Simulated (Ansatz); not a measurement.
TaRu (CsCl type, Pm-3m), plane-wave PAW LDA (Ansatz code), all energies at zero smearing, with the estimated change up to a 700 eV cutoff added, with one set of potentials and settings (totals compare only within such a set). Cell of 2 atoms (1 Ta, 1 Ru): -15441.396 eV.

```
element                reference phase  E (eV/atom)
-------  -----------------------------  -----------
Ta          Im-3m, 1 atoms in the cell   -9682.6136
Ru       P6_3/mmc, 2 atoms in the cell   -5758.2926
```

Formation energy per atom, worked out: (-15441.396 − 1×(-9682.6136) − 1×(-5758.2926))/2 = -0.245 eV/atom (-24 kJ per mol of atoms), at 0 K, without zero-point energy or fitted corrections.

The first step of the workflow began from a Materials Project structure, measured or hypothetical; the Crystallography Open Database files this formula in space group No. 221, but the cells were not matched. Whether it is the stable phase at ambient conditions was not checked. The LDA relaxation kept the symmetry of its start. At this level the phase is mechanically unstable. The run is not spin-polarised. The references are the lowest solids computed at this level, not always the standard phases. Scalar-relativistic: spin–orbit coupling is off unless named, which matters more the heavier the elements.

Potentials: the later of the program's two PAW sets.
